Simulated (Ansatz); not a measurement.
## Lattice vibrations of ZnS at Γ at 16 GPa

The calculation used DFT LDA, scalar-relativistic, plane waves, PAW (Ansatz). Plane waves to 420 eV; Γ-centred k mesh 10×10×10; fixed occupations. No spin polarisation. Phonons by linear response, acoustic sum rule imposed.

The cell, relaxed at 16 GPa:
```
Zn S
1.0
     0.00000    2.53048    2.53048
     2.53048    0.00000    2.53048
     2.53048    2.53048    0.00000
Zn S
1 1
Direct
  0.00000 0.00000 0.00000
  0.75000 0.75000 0.75000
```

The real crystal has changed phase below this pressure.

Q: Give the high-frequency dielectric tensor ε∞.

A:
```
6.24 0.00 0.00
0.00 6.24 0.00
0.00 0.00 6.24
```

Q: Give the Born effective charges.

A:
```
       atom Z*xx Z*yy Z*zz mean
Zn (atom 1)   1.70   1.70   1.70   1.70
 S (atom 2)  -1.70  -1.70  -1.70  -1.70
```

Q: How large is the static dielectric tensor with the ions free to move, and what share of it is ionic?

A:
```
7.8 0.0 0.0
0.0 7.8 0.0
0.0 0.0 7.8
```
The ions give 20 % of its trace.

Cost: 1 run of about 1.5 core-minutes, on Intel Xeon Platinum 8259CL (Skylake/Cascade Lake) (shared hosts).